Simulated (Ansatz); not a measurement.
Nb2N:
```
CELL_PARAMETERS angstrom
      3.11539     0.00000     0.00000
     -1.55770     2.69801     0.00000
      0.00000     0.00000     4.79790
ATOMIC_POSITIONS crystal
  Nb 0.66667 0.33333 0.25416
  Nb 0.33333 0.66667 0.74584
  N  0.00000 0.00000 0.50000
```

Relaxed with PBEsol. Special points in fractions of this cell's reciprocal vectors: Γ (0.000, 0.000, 0.000); M (0.500, 0.000, 0.000); K (0.333, 0.333, 0.000); A (0.000, 0.000, 0.500); L (0.500, 0.000, 0.500); H (0.333, 0.333, 0.500).

List the band energies nearest the Fermi level at these points for the program Ansatz at the PBEsol level (PAW).

In eV from the Fermi level; about four levels below and three above (degenerate sets whole), none deeper than 8.9 eV; points with the same levels are listed once.

```
k                    below           above
-  -----------------------  --------------
Γ  -3.25 -0.43 -0.38 -0.38  0.11 0.11 0.74
M  -5.88 -4.11 -2.01 -0.86  1.69 2.08 3.25
K  -5.66 -2.97 -2.35 -2.35  1.65 1.65 2.71
A  -1.96 -1.80 -1.16 -1.16  1.84 1.84 1.98
L  -5.83 -3.02 -1.51 -1.25  0.42 0.80 2.54
H  -5.81 -1.87 -1.38 -1.38  0.27 0.49 0.49
```

Space group P-3m1 (anti-CdI2 type). The first step of the workflow began from a Materials Project structure, measured or hypothetical; the Crystallography Open Database copy checked does not list it. Whether it is the stable phase at ambient conditions was not checked. The cell was relaxed with PBEsol under the symmetry of its start; its stability against distortions is not shown here. No spin polarisation was allowed. With an odd number of electrons in the cell and no spin polarisation, the count alone makes it a metal. Spin–orbit coupling is left out wherever it is not named.

Potentials: the later of the program's two PAW sets.
